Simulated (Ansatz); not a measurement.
Re, DFT, PBEsol, PAW with Ansatz's default frozen-core files, scalar-relativistic (Ansatz 0.2.0), run on 1 thread of Arm Neoverse V2 on a shared host.

Structure from Materials Project entry mp-975065 (possibly hypothetical), not relaxed further. The listed cell was then made from it by scaling, straining or moving an atom.

Command: `ansatz run input.yaml --threads 1 --pin off --max-ram 6144MiB --backend cpu --events-out ev --progress --plain --runs-dir out`

```yaml
crystal:
  lattice:
    - [1.3839231524, 0.7990084046, 6.8325802503]
    - [-1.3839231524, 0.7990084046, 6.8325802503]
    - [0.0, -1.5980168092, 6.8325802503]
  atoms:
    - { symbol: Re, position: [0.0, 0.0, 0.0] }
    - { symbol: Re, position: [0.22217388, 0.22217388, 0.22217388] }
    - { symbol: Re, position: [0.77782612, 0.77782612, 0.77782612] }
kpoints:
  mp_grid: { grid: [15, 15, 15] }
scf:
  occupations: { method: fermi_dirac, width: 0.05 }
hamiltonian:
  xc: pbesol
  pseudopotentials: { kind: paw }
output:
  forces: true
  stress: true
  eigenvalues: true
  efg: { contact_densities: true }
```

**Question.** How large is the problem that the program sets up?

**Answer.** 344 irreducible k-points, 887 plane waves at Γ, 27 bands.

**Question.** Estimate the wall time and the peak memory.

**Answer.** 18 s of wall time for 6 SCF iterations, with a peak of 0.57 GiB. Times on shared machines scatter by tens of per cent.

**Question.** And the same cell and mesh by all-electron PAW (datasets made for this crystal), asked for forces, stress, eigenvalues, efg, on the same hardware?

**Answer.** 4.7 min, peak memory 3.1 GiB.
